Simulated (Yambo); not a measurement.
# How GW settings move the gap: Rb2SiF6

G0W0@LDA for Rb2SiF6 (space group Fm-3m, No. 225) in Yambo. Reference settings: 2×2×2 Γ-centred k mesh, 215 bands and a 7 Ry block in the screening, 215 bands in G with the Bruneval-Gonze terminator, plasmon pole fitted at 27.2 eV. The LDA gap Γ → Γ on this mesh is 7.15 eV; G0W0 gaps are taken between the same points.

```json
[
 {"change from the reference": "reference settings", "G0W0 gap Γ → Γ (eV)": "11.67", "shift of the valence edge (eV)": "-2.79", "rough Yambo cost": "1"},
 {"change from the reference": "122 bands in W, 122 bands in G", "G0W0 gap Γ → Γ (eV)": "11.78", "shift of the valence edge (eV)": "-2.74", "rough Yambo cost": "within a factor of two"},
 {"change from the reference": "168 bands in W, 168 bands in G", "G0W0 gap Γ → Γ (eV)": "11.70", "shift of the valence edge (eV)": "-2.77", "rough Yambo cost": "within a factor of two"},
 {"change from the reference": "wavefunctions cut at 50 Ry", "G0W0 gap Γ → Γ (eV)": "11.66", "shift of the valence edge (eV)": "-2.79", "rough Yambo cost": "within a factor of two"},
 {"change from the reference": "exchange cut at 40 Ry", "G0W0 gap Γ → Γ (eV)": "11.54", "shift of the valence edge (eV)": "-2.67", "rough Yambo cost": "–"},
 {"change from the reference": "exchange cut at 10 Ry", "G0W0 gap Γ → Γ (eV)": "9.70", "shift of the valence edge (eV)": "-0.30", "rough Yambo cost": "–"},
 {"change from the reference": "58 bands in W, 58 bands in G, 2 Ry block", "G0W0 gap Γ → Γ (eV)": "13.39", "shift of the valence edge (eV)": "-3.88", "rough Yambo cost": "about 1/4"},
 {"change from the reference": "58 bands in W, 58 bands in G, 4 Ry block", "G0W0 gap Γ → Γ (eV)": "12.73", "shift of the valence edge (eV)": "-3.16", "rough Yambo cost": "about 1/4"},
 {"change from the reference": "85 bands in W, 85 bands in G, 6 Ry block", "G0W0 gap Γ → Γ (eV)": "12.01", "shift of the valence edge (eV)": "-2.79", "rough Yambo cost": "about 1/3"},
 {"change from the reference": "122 bands in W, 122 bands in G, 2 Ry block", "G0W0 gap Γ → Γ (eV)": "12.54", "shift of the valence edge (eV)": "-3.63", "rough Yambo cost": "about 1/2"},
 {"change from the reference": "168 bands in W, 168 bands in G, 3 Ry block", "G0W0 gap Γ → Γ (eV)": "12.21", "shift of the valence edge (eV)": "-3.39", "rough Yambo cost": "within a factor of two"},
 {"change from the reference": "168 bands in W, 168 bands in G, 4 Ry block", "G0W0 gap Γ → Γ (eV)": "11.81", "shift of the valence edge (eV)": "-2.94", "rough Yambo cost": "within a factor of two"},
 {"change from the reference": "6 Ry block", "G0W0 gap Γ → Γ (eV)": "11.67", "shift of the valence edge (eV)": "-2.82", "rough Yambo cost": "within a factor of two"},
 {"change from the reference": "85 bands in W, 85 bands in G, 3 Ry block, no terminator", "G0W0 gap Γ → Γ (eV)": "12.57", "shift of the valence edge (eV)": "-3.30", "rough Yambo cost": "about 1/3"},
 {"change from the reference": "no terminator", "G0W0 gap Γ → Γ (eV)": "11.54", "shift of the valence edge (eV)": "-2.57", "rough Yambo cost": "within a factor of two"}
]
```

The reference isn't shown to be the converged limit. Costs are rough (shared machines), scaled to the same edge states, and given only for runs that recompute the screening.

Geometry of the Materials Project entry, not relaxed at this level; primitive cell a = b = c = 5.907 Å, α = β = γ = 60.00°.

The structure is a Materials Project entry; no match was found in the copy of COD used, and its stability was not checked.

A shift is the quasiparticle energy of the state minus its LDA energy.
